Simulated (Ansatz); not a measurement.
## Sensitivity of the gradients in ZnS with Cu replacing Zn to the input

This input was run with Ansatz:

```yaml
crystal:
  lattice:
    - [5.718, 3.3012888392, 0.0]
    - [-5.718, 3.3012888392, 0.0]
    - [0.0, 0.0, 18.68999]
  atoms:
    - { symbol: Zn, position: [0.0, 0.0, 0.0] }
    - { symbol: Zn, position: [0.3333333333, 0.6666666667, 0.0] }
    - { symbol: Zn, position: [0.6666666667, 0.3333333333, 0.0] }
    - { symbol: Zn, position: [0.0, 0.0, 0.5] }
    - { symbol: Zn, position: [0.3333333333, 0.6666666667, 0.5] }
    - { symbol: Zn, position: [0.6666666667, 0.3333333333, 0.5] }
    - { symbol: Zn, position: [0.3333333333, 0.3333333334, 0.16667] }
    - { symbol: Zn, position: [0.6666666667, 0.0, 0.16667] }
    - { symbol: Zn, position: [0.0, 0.6666666667, 0.16667] }
    - { symbol: Zn, position: [0.3333333333, 1.0, 0.66667] }
    - { symbol: Zn, position: [0.6666666667, 0.6666666666, 0.66667] }
    - { symbol: Zn, position: [0.0, 0.3333333333, 0.66667] }
    - { symbol: Cu, position: [0.3333333333, 1.0, 0.33333] }
    - { symbol: Zn, position: [0.6666666667, 0.6666666666, 0.33333] }
    - { symbol: Zn, position: [0.0, 0.3333333333, 0.33333] }
    - { symbol: Zn, position: [0.3333333333, 0.3333333334, 0.83333] }
    - { symbol: Zn, position: [0.6666666667, 0.0, 0.83333] }
    - { symbol: Zn, position: [0.0, 0.6666666667, 0.83333] }
    - { symbol: S, position: [0.0, 0.0, 0.125] }
    - { symbol: S, position: [0.3333333333, 0.6666666667, 0.125] }
    - { symbol: S, position: [0.6666666667, 0.3333333333, 0.125] }
    - { symbol: S, position: [0.0, 0.0, 0.625] }
    - { symbol: S, position: [0.3333333333, 0.6666666667, 0.625] }
    - { symbol: S, position: [0.6666666667, 0.3333333333, 0.625] }
    - { symbol: S, position: [0.3333333333, 0.3333333334, 0.29167] }
    - { symbol: S, position: [0.6666666667, 0.0, 0.29167] }
    - { symbol: S, position: [0.0, 0.6666666667, 0.29167] }
    - { symbol: S, position: [0.3333333333, 1.0, 0.79167] }
    - { symbol: S, position: [0.6666666667, 0.6666666666, 0.79167] }
    - { symbol: S, position: [0.0, 0.3333333333, 0.79167] }
    - { symbol: S, position: [0.3333333333, 1.0, 0.45833] }
    - { symbol: S, position: [0.6666666667, 0.6666666666, 0.45833] }
    - { symbol: S, position: [0.0, 0.3333333333, 0.45833] }
    - { symbol: S, position: [0.3333333333, 0.3333333334, 0.95833] }
    - { symbol: S, position: [0.6666666667, 0.0, 0.95833] }
    - { symbol: S, position: [0.0, 0.6666666667, 0.95833] }
total_charge: -1
kpoints:
  mp_grid: { grid: [4, 4, 1] }
scf:
  occupations: { method: fermi_dirac, width: 0.01 }
hamiltonian:
  xc: revpbe
  pseudopotentials: { kind: paw }
output:
  forces: true
  stress: true
  populations: true
  efg:
    quadrupole_moments_barn: { Zn: 0.122, Cu: -0.22, S: -0.0694 }
    contact_densities: true
basis:
  ecutrho_ratio: 6
```

It converged. Of its output the block on the nuclei alone is shown, without the SCF iterations, energies, forces and stress (one atom of each set, the first 14 sets):

```
--- PAW observables at the nuclei: V_zz in 10²¹ V/m², potentials from the cell's mean, atoms counted from 1 ---
  atom   1  Zn V_zz =    -1.303285   η = 0.0067   by run symmetry: allowed   C_q = -3.8446 MHz
            electrostatic potential = -3941.364072 V   contact ρ = 166678.997529 e/Å³
  atom   4  Zn V_zz =    +1.427903   η = 0.8095   by run symmetry: allowed   C_q = +4.2122 MHz
            electrostatic potential = -3941.984967 V   contact ρ = 166679.222410 e/Å³
  atom   7  Zn V_zz =    -1.648839   η = 0.1332   by run symmetry: allowed   C_q = -4.8640 MHz
            electrostatic potential = -3942.013195 V   contact ρ = 166678.982877 e/Å³
  atom  10  Zn V_zz =    +0.658060   η = 0.0000   by run symmetry: allowed   C_q = +1.9412 MHz
            electrostatic potential = -3941.366509 V   contact ρ = 166678.604066 e/Å³
  atom  11  Zn V_zz =    +0.717704   η = 0.0000   by run symmetry: allowed   C_q = +2.1172 MHz
            electrostatic potential = -3941.372005 V   contact ρ = 166678.738303 e/Å³
  atom  13  Cu V_zz =    +1.287000   η = 0.0000   by run symmetry: allowed   C_q = -6.8463 MHz
            electrostatic potential = -3755.881586 V   contact ρ = 147613.998749 e/Å³
  atom  14  Zn V_zz =    +1.678318   η = 0.0000   by run symmetry: allowed   C_q = +4.9509 MHz
            electrostatic potential = -3942.610229 V   contact ρ = 166679.346955 e/Å³
  atom  16  Zn V_zz =    -0.266297   η = 0.0964   by run symmetry: allowed   C_q = -0.7856 MHz
            electrostatic potential = -3941.151637 V   contact ρ = 166678.877891 e/Å³
  atom  19  S  V_zz =    +1.222341   η = 0.1585   by run symmetry: allowed   C_q = -2.0512 MHz
            electrostatic potential = -1633.112380 V   contact ρ = 19777.942635 e/Å³
  atom  22  S  V_zz =    -1.161378   η = 0.0520   by run symmetry: allowed   C_q = +1.9489 MHz
            electrostatic potential = -1632.797788 V   contact ρ = 19777.910122 e/Å³
  atom  25  S  V_zz =    -3.589929   η = 0.8742   by run symmetry: allowed   C_q = +6.0242 MHz
            electrostatic potential = -1633.974105 V   contact ρ = 19777.920511 e/Å³
  atom  28  S  V_zz =    -0.629912   η = 0.0000   by run symmetry: allowed   C_q = +1.0570 MHz
            electrostatic potential = -1632.466356 V   contact ρ = 19777.773663 e/Å³
  atom  29  S  V_zz =    -0.691941   η = 0.0000   by run symmetry: allowed   C_q = +1.1611 MHz
            electrostatic potential = -1632.474348 V   contact ρ = 19777.790111 e/Å³
  atom  31  S  V_zz =    -3.281445   η = 0.0000   by run symmetry: allowed   C_q = +5.5065 MHz
            electrostatic potential = -1633.573045 V   contact ρ = 19778.056513 e/Å³
```

(1) Can these gradients be trusted, and how do they compare with a run on standard settings?

Results:

(1) They agree with the standard run. Against the standard input the change is `basis.ecutrho_ratio`: not typed → 6; `hamiltonian.xc`: pbe → revpbe; `kpoints.mp_grid.grid`: [3, 3, 1] → [4, 4, 1]. A site carries the number of its first atom; V_zz in 10²¹ V/m².

| site | V_zz standard | η standard | V_zz here | η here |
| --- | --- | --- | --- | --- |
| Zn1 | -1.28 | 0.01 | -1.30 | 0.01 |
| Zn7 | -1.62 | 0.14 | -1.65 | 0.13 |
| Zn11 | 0.72 | 0.00 | 0.72 | 0.00 |
| Cu | 1.33 | 0.00 | 1.29 | 0.00 |
| S19 | 1.25 | 0.16 | 1.22 | 0.16 |
| S22 | -1.14 | 0.05 | -1.16 | 0.05 |
| S25 | -3.62 | 0.89 | -3.59 | 0.87 |
| S28 | -0.61 | 0.00 | -0.63 | 0.00 |
| S29 | -0.67 | 0.00 | -0.69 | 0.00 |
| S31 | -3.26 | 0.00 | -3.28 | 0.00 |
| S32 | -0.56 | 0.00 | -0.58 | 0.00 |
| S34 | 0.16 | 0.01 | 0.15 | 0.01 |

The largest change of V_zz is on Cu, from 1.33 to 1.29. In per cent, |V_zz| changes by -1 to +2 on Zn, -3 on Cu, -2 to +4 on S (all sites that start above 0.5). The table leaves out 4 of the 16 sites, with |V_zz| up to 1.70; their tensors move by 0.02 at most along any direction. The statements above cover all sites. SCF iterations: 11 and 12.

On the reference run: The defect repeats with the cell of 36 atoms, so it feels its images: sites between two images don't show the values beside a lone defect, and zeros or small values of η there can come from the images' arrangement. S and Zn carry a gradient in the pure host already, so the values there aren't the defect's effect alone. A uniform background compensates the cell's charge. With a gap of 0.4 eV on this mesh, small gradients can still move by 0.1 × 10²¹ V/m² or more as the k-mesh gets denser. The neighbours have not yet relaxed around the defect (largest force 0.64 eV/Å), so a real crystal will differ.
